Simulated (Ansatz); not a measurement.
## SrTi₂O₄: a bulk modulus from differences

The structure comes from a proposed guess, relaxed at this level; another structure or a mixture of phases may lie lower.

Computed with DFT PBE, scalar-relativistic, plane waves, PAW in Ansatz 0.2.0. Plane waves to 420 eV, a 10×10×4 mesh through Γ for the 14-atom cell and 0.10 eV Gaussian smearing; no spin polarisation.

```cif
data_structure
_symmetry_space_group_name_H-M 'Cmcm'
_symmetry_Int_Tables_number 63
_cell_length_a 3.1792
_cell_length_b 9.9109
_cell_length_c 10.2748
_cell_angle_alpha 90.000
_cell_angle_beta 90.000
_cell_angle_gamma 90.000
_cell_volume 323.74
loop_
_atom_site_label
_atom_site_type_symbol
_atom_site_symmetry_multiplicity
_atom_site_Wyckoff_symbol
_atom_site_fract_x
_atom_site_fract_y
_atom_site_fract_z
_atom_site_occupancy
Sr1 Sr 4 c 0.50000 0.11893 0.75000 1
Ti1 Ti 8 f 0.00000 0.12423 0.43764 1
O1 O 4 c 0.00000 0.07496 0.25000 1
O2 O 8 f 0.50000 0.26309 0.39980 1
O3 O 4 b 0.50000 0.00000 0.50000 1
```

The cell was set to several volumes, with shape and atoms relaxed at each where symmetry leaves them free. Pressure is positive in compression, and energies count from the lowest row. No row has a gap on its mesh.

```tsv
row	V (Å³/atom)	P (GPa)	ΔE (meV/atom)
1	10.175	28.59	110.2
2	10.522	19.61	58.3
3	10.869	?	?
4	11.215	5.50	5.7
5	11.562	0.00	0.0
6	11.909	-4.68	5.2
7	12.256	-8.59	19.7
8	12.719	-12.81	50.8
```

Question: Find B = −V·ΔP/ΔV from rows 4 and 6 and from rows 1 and 2, and from the two its slope B′ and its value B0 at zero pressure.

Answer: Rows 4 and 6 give −(11.215 + 11.909)/2 × (-4.68 − (5.50))/(11.909 − 11.215) = 169.6 GPa at a mean pressure of 0.41 GPa. Rows 1 and 2 give −(10.175 + 10.522)/2 × (19.61 − (28.59))/(10.522 − 10.175) = 267.8 GPa at a mean pressure of 24.10 GPa. So B′ = (267.8 − 169.6)/(24.10 − (0.41)) = 4.15 and B0 = 169.6 − 4.15 × (0.41) = 167.9 GPa. A third-order Birch–Murnaghan fit to all the energies gives B0 = 167.7 GPa and B′ = 4.5.

Question: Estimate the pressure and energy of row 3.

Answer: From row 5, V0 = 11.562 × (1 + (0.00)/167.9) = 11.562 Å³/atom. Murnaghan's form P = (B0/B′)·[(V0/V)^B′ − 1] gives (167.9/4.15) × [(11.562/10.869)^4.15 − 1] = 11.83 GPa; the computed pressure is 11.98 GPa, so the estimate is off by -0.15 GPa. The work of compression from row 4, with the mean of the two pressures, gives ΔE = 5.7 + (11.83 + 5.50)/2 × (11.215 − 10.869)/160.2 × 1000 = 24.4 meV/atom (1 eV/Å³ = 160.2 GPa); the computed value is 24.4 meV/atom.

In such compounds of Ti a zero gap at this level may well be an artefact, since no Hubbard U is applied. All volumes keep the k mesh of the relaxed cell. A later test with randomly moved atoms came back to the same energy, though modes that don't fit the test's cell weren't probed.
